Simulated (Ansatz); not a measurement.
**Elastic constants of AlOs: input and output**

These are results of Ansatz 0.2.0, DFT LDA, scalar-relativistic, plane waves, PAW, not measurements.

Launched with:
```bash
ansatz run input.yaml --threads 1 --pin off --max-ram 3072MiB --backend cpu --events-out ev --progress --plain --runs-dir out
```

Input (bare energies are in eV):
```yaml
crystal:
  lattice:
    - [2.974224982, 0.0, 0.0]
    - [0.0, 2.974224982, 0.0]
    - [0.0, 0.0, 2.974224982]
  atoms:
    - { symbol: Al, position: [0.0, 0.0, 0.0] }
    - { symbol: Os, position: [0.5, 0.5, 0.5] }
basis:
  ecutwfc: 420
kpoints:
  mp_grid: { grid: [14, 14, 14] }
hamiltonian:
  xc: lda
scf:
  occupations: { method: fermi_dirac, width: 0.15 }
output:
  forces: true
  stress: true
  eigenvalues: true
elastic:
  mode: relaxed_ion
  amplitude: 0.005
```

From the output:
```
--- Elastic constants: 2 strain directions × 4 members + reference (group order 48) ---
  dense FFT box of the reference and of every strained cell: 24×24×24
  strains applied: 11, 23; error gains: componentwise 1.00 (the most a stress slope's error grows in a printed constant), spectral 1.73 (1 for all six strains in a standard setting)
  C = ∂σ_k/∂η_j (tension-positive GPa; Voigt order 11 22 33 23 13 12):
       391.091    196.138    196.138     -0.000     -0.000     -0.000
       196.138    391.091    196.138     -0.000     -0.000     -0.000
       196.138    196.138    391.091     -0.000     -0.000     -0.000
         0.000      0.000      0.000    164.930      0.000     -0.000
         0.000      0.000     -0.000      0.000    164.930      0.000
        -0.000      0.000     -0.000      0.000      0.000    164.930
  reference stress σ⁰ (GPa):      0.006      0.006      0.006     -0.000     -0.000     -0.000
  C* (energy form; C + prestress term) asymmetry max|C*_kj − C*_jk| = 1.137e-13 GPa — a small one proves nothing (zero by symmetry where the batch's group is 432, −43m or m−3m); a large one is finite-difference/SCF noise where every solve ...
  moduli (Voigt/Reuss/Hill, GPa): K = 261.12/261.12/261.12   G = 137.95/129.17/133.56   E = 342.32   ν = 0.282
  mechanically stable: yes (min eigenvalue of sym C = 164.93 GPa)
  strain η (Voigt 11):  stress-route row diagonal C_11 = 391.09 GPa, energy-path curvature d²(F+E_count+ΔE)/dδ²/Ω₀ = 391.12 GPa
    cells at ±δ against ±2δ: C11 391.19 and 391.47 GPa, apart by 0.07 % of the column's largest entry
         δ    σ_11 (GPa) F (eV) n_scf n_hpsi n_pw
    -1.000e-2      -4.0550      -11632.1734616       7   71349    524   relax 0 steps, max|allowed force component| 9.47e-30 eV/Å
    -5.000e-3      -1.9862      -11632.1759373       4   58636    536   relax 0 steps, max|allowed force component| 1.26e-29 eV/Å
     5.000e-3       1.9256      -11632.1759443       4   58276    536   relax 0 steps, max|allowed force component| 1.26e-29 eV/Å
     1.000e-2       3.7744      -11632.1735978       6   61641    536   relax 0 steps, max|allowed force component| 1.24e-29 eV/Å
  strain η (Voigt 23):  stress-route row diagonal C_44 = 164.93 GPa, energy-path curvature d²(F+E_count+ΔE)/dδ²/Ω₀ = 164.95 GPa
    cells at ±δ against ±2δ: C44 164.92 and 164.90 GPa, apart by 0.01 % of the column's largest entry
         δ    σ_23 (GPa) F (eV) n_scf n_hpsi n_pw
    -1.000e-2      -1.6490      -11632.1753899       7  116597    534   relax 0 steps, max|allowed force component| 6.31e-30 eV/Å
    -5.000e-3      -0.8246      -11632.1764062       3   89768    536   relax 0 steps, max|allowed force component| 6.21e-30 eV/Å
     5.000e-3       0.8246      -11632.1764062       3   88262    536   relax 0 steps, max|allowed force component| 1.97e-31 eV/Å
     1.000e-2       1.6490      -11632.1753899       6   98189    534   relax 0 steps, max|allowed force component| 6.31e-30 eV/Å
```

It took 48 s on 1 thread of Intel(R) Xeon(R) Platinum 8275CL CPU @ 3.00GHz (Skylake/Cascade Lake) (shared host), peak memory 0.52 GiB.

In a metal, frequencies and elastic constants depend on the k mesh and the smearing, soft modes and shear constants most. Spin–orbit coupling is left out, which can shift energies with elements as heavy as these.